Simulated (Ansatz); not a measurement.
Here is the system:

InAs (zinc blende, F-43m), a = 6.1078 Å, b = 6.1078 Å, c = 6.1078 Å, α = 90.00°, β = 90.00°, γ = 90.00°; the cell used has 2 atoms.

This is the r²SCAN-relaxed structure.

Question: All from DFT-r²SCAN in the program Ansatz with PAW potentials, unless another level is named. Predict the Debye temperature from the elastic constants.

Answer: 248 K.

Question: And the zero-point energy?

Answer: 27.0 meV/atom.

Question: What about the elastic constants (relaxed ions, GPa)?

Answer: C11 = 83.0, C12 = 45.1, C44 = 37.9.

The cell was relaxed with r²SCAN under the symmetry of its start; phonons on a q-mesh show no instability.

Potentials: the earlier of the program's two PAW sets.
